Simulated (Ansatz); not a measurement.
All numbers below come from DFT PBE, scalar-relativistic, plane waves, PAW in Ansatz 0.2.0. Settings: cutoff 420 eV, Γ-centred meshes spaced at most about 0.3 Å⁻¹, and about 0.25 Å⁻¹ or finer for metals (2π included), Gaussian smearing. No spin polarisation in the final relaxations.

These are static total energies at zero pressure.

Two relaxed structures of Cs2Ge3:

A. Space group P-6m2 (No. 187), hexagonal, a = 5.685 Å, c = 7.942 Å. Cs on its first site has 3 Ge at 3.28 Å, 6 Ge at 3.49 Å and 2 Cs at 3.97 Å; Cs on its second site is surrounded by 2 Cs at 3.97 Å, 6 Ge at 4.30 Å and 6 Ge at 5.15 Å; around Ge on a site of symmetry 3m lie 1 Ge at 2.40 Å, 3 Cs at 3.49 Å, 3 Ge at 3.49 Å and 3 Cs at 4.30 Å; around Ge on a site of symmetry -6m2 lie 3 Cs at 3.28 Å and 6 Ge at 3.49 Å.

B. Space group P4mm (No. 99), tetragonal, a = 4.308 Å, c = 11.739 Å. Around Cs on its first site lie 4 Ge at 3.63 Å, 4 Cs at 4.31 Å and 1 Ge at 4.54 Å; Cs on its second site is surrounded by 4 Ge at 3.60 Å, 4 Ge at 4.13 Å and 4 Cs at 4.31 Å; Ge on a site of symmetry 2mm is surrounded by 2 Ge at 2.69 Å, 4 Ge at 3.05 Å, 2 Cs at 3.63 Å and 2 Cs at 4.13 Å; Ge on a site of symmetry 4mm has 4 Ge at 2.69 Å, 4 Cs at 3.60 Å, 4 Ge at 4.31 Å and 1 Cs at 4.54 Å.

**Question.** Which form is favoured at zero pressure, and by what margin per atom?

**Answer.** B is lower, by 0.36 eV/atom. A has space group P-6m2 (No. 187), 44.5 Å³/atom and no gap on its mesh; B has space group P4mm (No. 99), 43.6 Å³/atom and no gap. Counting Ge atoms around Cs (those within 1.25 times the shortest such distance or 1.15 times the sum of covalent radii; a plus sign parts nearer from farther groups; the shortest distance is added where it is long for a bond; a slash parts the counts of unlike sites), A has Cs 9/6+6 from 4.3 Å and B has Cs 4+1/4+4. A holds Ge–Ge pairs (shortest 2.40 Å); in B the shortest Ge–Ge distance is 2.69 Å, near bonding range too. Both come from invented guesses. A third cell relaxed alike, in Immm, lies 7 meV/atom below the lower of the two.

The zero gap of P-6m2, P4mm may come from the functional, which often closes small gaps, or the cell may be a true semimetal. Cells relaxed within their symmetry can be saddle points.
